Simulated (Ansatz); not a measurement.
A relaxation computed with Ansatz, from input to last step.

```yaml
crystal:
  lattice:
    - [-2.8349994005, 2.8349994005, 4.0221242371]
    - [2.8349994005, -2.8349994005, 4.0221242371]
    - [2.8349994005, 2.8349994005, -4.0221242371]
  atoms:
    - { symbol: Sr, position: [0.75, 0.25, 0.5] }
    - { symbol: Sr, position: [0.25, 0.75, 0.5] }
    - { symbol: Ti, position: [0.0, 0.0, 0.0] }
    - { symbol: Ti, position: [0.5, 0.5, 0.0] }
    - { symbol: O, position: [0.25, 0.25, 0.0] }
    - { symbol: O, position: [0.75, 0.75, 0.0] }
    - { symbol: O, position: [0.7329464187, 0.2329464187, 0.9658928375] }
    - { symbol: O, position: [0.2329464187, 0.2670535813, 0.5] }
    - { symbol: O, position: [0.2670535813, 0.7670535813, 0.0341071625] }
    - { symbol: O, position: [0.7670535813, 0.7329464187, 0.5] }
basis:
  ecutwfc: 420
kpoints:
  mp_grid: { grid: [8, 8, 8] }
hamiltonian:
  xc: pbesol
scf:
  occupations: { method: gaussian, width: 0.02 }
output:
  forces: true
  stress: true
  eigenvalues: true
relax:
  adjacent_minimum: "off"
  f_tol: 0.01
  max_steps: 30
  cell: { stress_tol: 0.1, fix: [volume] }
```

```bash
ansatz run input.yaml --threads 2 --pin off --max-ram 5120MiB --backend cpu --events-out ev --progress --plain --runs-dir out
```

These are results of DFT PBEsol, scalar-relativistic, plane waves, PAW in Ansatz 0.2.0, not measurements.

The volume is held at 1.1 times that of the relaxed cell.

Of 6 frames 5 are shown, positions in Å and forces in eV/Å; the SCF threshold varies from step to step. Steps run on the plane waves of an earlier cell, with a Pulay correction in the pressure. The basis is chosen afresh for the last frame, the zero of the energies, and at times for earlier ones too; energy and pressure can step there, also at an unchanged geometry. Where two frames share a geometry here, they differ by under 2 meV/atom and 0.3 GPa.

```xyz
10
Lattice="-2.8350 2.8350 4.0221 2.8350 -2.8350 4.0221 2.8350 2.8350 -4.0221" Properties=species:S:1:pos:R:3:forces:R:3 pbc="T T T" step=1 free_energy_over_end_meV_per_atom=0.21 pressure_GPa=-14.23
Sr    0.0000    2.8350    2.0111    0.0000    0.0000    0.0000
Sr    2.8350    0.0000    2.0111    0.0000    0.0000    0.0000
Ti    0.0000    0.0000    0.0000    0.0000    0.0000    0.0000
Ti    0.0000    0.0000    4.0221    0.0000    0.0000    0.0000
O     0.0000    0.0000    2.0111    0.0000    0.0000    0.0000
O     0.0000    0.0000    6.0332    0.0000    0.0000    0.0000
O     1.3208    4.1558    0.0000    0.0128    0.0128    0.0000
O     1.5142    1.3208    0.0000   -0.0128    0.0128    0.0000
O     1.5142   -1.3208    4.0221   -0.0128   -0.0128    0.0000
O     1.3208    1.5142    4.0221    0.0128   -0.0128    0.0000
10
Lattice="-2.8355 2.8355 4.0206 2.8355 -2.8355 4.0206 2.8355 2.8355 -4.0206" Properties=species:S:1:pos:R:3:forces:R:3 pbc="T T T" step=2 free_energy_over_end_meV_per_atom=0.17 pressure_GPa=-14.22
Sr    0.0000    2.8355    2.0103    0.0000    0.0000    0.0000
Sr    2.8355    0.0000    2.0103    0.0000    0.0000    0.0000
Ti    0.0000    0.0000    0.0000    0.0000    0.0000    0.0000
Ti    0.0000    0.0000    4.0206    0.0000    0.0000    0.0000
O     0.0000    0.0000    2.0103    0.0000    0.0000    0.0000
O     0.0000    0.0000    6.0309    0.0000    0.0000    0.0000
O     1.3243    4.1598    0.0000    0.0115    0.0115    0.0000
O     1.5112    1.3243    0.0000   -0.0115    0.0115    0.0000
O     1.5112   -1.3243    4.0206   -0.0115   -0.0115    0.0000
O     1.3243    1.5112    4.0206    0.0115   -0.0115    0.0000
10
Lattice="-2.8365 2.8365 4.0178 2.8365 -2.8365 4.0178 2.8365 2.8365 -4.0178" Properties=species:S:1:pos:R:3:forces:R:3 pbc="T T T" step=3 free_energy_over_end_meV_per_atom=0.02 pressure_GPa=-14.15
Sr    0.0000    2.8365    2.0089    0.0000    0.0000    0.0000
Sr    2.8365    0.0000    2.0089    0.0000    0.0000    0.0000
Ti    0.0000    0.0000    0.0000    0.0000    0.0000    0.0000
Ti    0.0000    0.0000    4.0178    0.0000    0.0000    0.0000
O     0.0000    0.0000    2.0089    0.0000    0.0000    0.0000
O     0.0000    0.0000    6.0267    0.0000    0.0000    0.0000
O     1.3527    4.1892    0.0000    0.0026    0.0026    0.0000
O     1.4838    1.3527    0.0000   -0.0026    0.0026    0.0000
O     1.4838   -1.3527    4.0178   -0.0026   -0.0026    0.0000
O     1.3527    1.4838    4.0178    0.0026   -0.0026    0.0000
10
Lattice="-2.8377 2.8377 4.0146 2.8377 -2.8377 4.0146 2.8377 2.8377 -4.0146" Properties=species:S:1:pos:R:3:forces:R:3 pbc="T T T" step=4 free_energy_over_end_meV_per_atom=0.01 pressure_GPa=-14.14
Sr    0.0000    2.8377    2.0073    0.0000    0.0000    0.0000
Sr    2.8377    0.0000    2.0073    0.0000    0.0000    0.0000
Ti    0.0000    0.0000    0.0000    0.0000    0.0000    0.0000
Ti    0.0000    0.0000    4.0146    0.0000    0.0000    0.0000
O     0.0000    0.0000    2.0073    0.0000    0.0000    0.0000
O     0.0000    0.0000    6.0219    0.0000    0.0000    0.0000
O     1.3619    4.1996    0.0000    0.0013    0.0013    0.0000
O     1.4758    1.3619    0.0000   -0.0013    0.0013    0.0000
O     1.4758   -1.3619    4.0146   -0.0013   -0.0013    0.0000
O     1.3619    1.4758    4.0146    0.0013   -0.0013    0.0000
10
Lattice="-2.8373 2.8373 4.0155 2.8373 -2.8373 4.0155 2.8373 2.8373 -4.0155" Properties=species:S:1:pos:R:3:forces:R:3 pbc="T T T" step=6 free_energy_over_end_meV_per_atom=0.00 pressure_GPa=-14.13
Sr    0.0000    2.8373    2.0077    0.0000    0.0000    0.0000
Sr    2.8373    0.0000    2.0077    0.0000    0.0000    0.0000
Ti    0.0000    0.0000    0.0000    0.0000    0.0000    0.0000
Ti    0.0000    0.0000    4.0155    0.0000    0.0000    0.0000
O     0.0000    0.0000    2.0077    0.0000    0.0000    0.0000
O     0.0000    0.0000    6.0232    0.0000    0.0000    0.0000
O     1.3693    4.2067    0.0000    0.0003    0.0003    0.0000
O     1.4680    1.3693    0.0000   -0.0003    0.0003    0.0000
O     1.4680   -1.3693    4.0155   -0.0003   -0.0003    0.0000
O     1.3693    1.4680    4.0155    0.0003   -0.0003    0.0000
```

Time: 77 s on 2 threads of Arm Neoverse V1, on a shared host, peak memory 0.61 GiB.